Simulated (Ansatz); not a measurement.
All numbers below come from DFT PBE, scalar-relativistic, plane waves, PAW in Ansatz. All cells share a 420 eV cutoff and Γ-centred k meshes spaced at most about 0.3 Å⁻¹ (about 0.25 or finer for metals, 2π included). No spin polarisation in the final relaxations.

All energies are static (0 K, no zero-point motion).

Two relaxed structures of Ge2Sb2O:

A.

Space group I4/mmm (No. 139). a = 4.099 Å, b = 4.099 Å, c = 14.294 Å, α = 90.00°, β = 90.00°, γ = 90.00°
| atom | site | symmetry | x | y | z |
| --- | --- | --- | --- | --- | --- |
| Ge | 4e | 4mm | 0.0000 | 0.0000 | 0.4111 |
| Sb | 4d | -4m2 | 0.0000 | 0.5000 | 0.2500 |
| O | 2a | 4/mmm | 0.0000 | 0.0000 | 0.0000 |

B.

Space group P-3m1 (No. 164). a = 3.870 Å, b = 3.870 Å, c = 8.177 Å, α = 90.00°, β = 90.00°, γ = 120.00°
```json
{"atom": "Ge", "site": "2d", "symmetry": "3m.", "x": "0.6667", "y": "0.3333", "z": "0.1210"}
{"atom": "Sb", "site": "2d", "symmetry": "3m.", "x": "0.3333", "y": "0.6667", "z": "0.3810"}
{"atom": "O", "site": "1a", "symmetry": "-3m.", "x": "0.0000", "y": "0.0000", "z": "0.0000"}
```

**Question.** Which form is favoured at zero pressure, and by what margin per atom?

**Answer.** B is lower, by 0.53 eV/atom. A has space group I4/mmm (No. 139), 24.0 Å³/atom and no gap on its mesh; B has space group P-3m1 (No. 164), 21.2 Å³/atom and no gap. Counting Ge or Sb atoms around O (for each partner element, those within 1.25 times its shortest distance or 1.15 times the sum of covalent radii, where it is the nearest in units of that sum or under 1.3; the shortest distance is added where it is long for a bond), A has O 8 from 3.2 Å and B has O 6 from 2.4 Å. A holds Ge–Ge pairs (shortest 2.54 Å) and Sb–Sb nets (shortest 2.90 Å); B holds Sb–Sb nets (shortest 2.96 Å). The denser one is the lower, and pressure would at first widen the difference. Even the lower one lies +0.08 eV/atom against the reference forms of the elements (uncorrected), a margin that errors in the energy of the gaseous reference can exceed. Both come from invented guesses. A third cell relaxed alike, in P4/mbm, lies 185 meV/atom below the lower of the two.

These runs have no spin–orbit coupling, which can matter for Sb. Cells relaxed within their symmetry can be saddle points.
